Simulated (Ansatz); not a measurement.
### Question
Each is relaxed and computed with r²SCAN in the plane-wave PAW code Ansatz. Which is the only one with a gap?
A. LaNiGe2, Cmcm (La on 4c, Ni on 4c, Ge on 4c, Ge on 4c)
B. LaSi2Ru, P2_1/m (La on 2e, Si on 2e, Si on 2e, Ru on 2e)
C. LaHO2, P2_1/m (La on 2e, H on 2e, O on 2e, O on 2e)
D. LaTiGe3, P6_3/mmc (La on 2d, Ti on 2a, Ge on 6h)

### Answer
C, LaHO2, P2_1/m (La on 2e, H on 2e, O on 2e, O on 2e). LaHO2: gap 4.40 eV (indirect); LaSi2Ru: metal; LaTiGe3: metal; LaNiGe2: metal. Standing as an ambient phase not checked: LaHO2, P2_1/m (La on 2e, H on 2e, O on 2e, O on 2e); LaSi2Ru, P2_1/m (La on 2e, Si on 2e, Si on 2e, Ru on 2e); LaTiGe3, P6_3/mmc (La on 2d, Ti on 2a, Ge on 6h); LaNiGe2, Cmcm (La on 4c, Ni on 4c, Ge on 4c, Ge on 4c). All cells were relaxed under the symmetry of their starts (and spin orders); stability against distortions was not tested throughout. Rows with no word on spin ran without spin polarisation. Spin–orbit coupling is left out wherever it is not named.

Potentials: the later of the program's two PAW sets.
